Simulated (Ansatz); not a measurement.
GeW:
```xyz
4
Lattice="-1.7226 1.7226 5.4955 1.7226 -1.7226 5.4955 1.7226 1.7226 -5.4955" Properties=species:S:1:pos:R:3 pbc="T T T"
W      0.0000     0.0000    10.9442
W      0.0000     1.7226     2.7009
Ge     0.0000     0.0000     4.6192
Ge     1.7226     0.0000     1.8714
```

This is the PBE-relaxed structure.

Q: All from PBE (plane waves, PAW; program Ansatz), unless another level is named. Predict the electronic character.

A: metallic (no gap).

Q: Next, the density of states at the Fermi level?

A: 0.15 states/eV per atom (mean over ±0.08 eV).

Q: Give the formation energy from the elements (no fitted shifts).

A: 0.21 eV/atom.

Space group I4_1md. A made-up cell: these elements were put on the sites of a structure type; neither database checked (COD, Materials Project) lists it. Its standing as an ambient phase is unchecked. Symmetry was held in the PBE relaxation; its stability against distortions is not shown here. The run is not spin-polarised. The references are the lowest solids computed at this level, not always the standard phases. Spin–orbit coupling is left out wherever it is not named.

Potentials: the later of the program's two PAW sets.
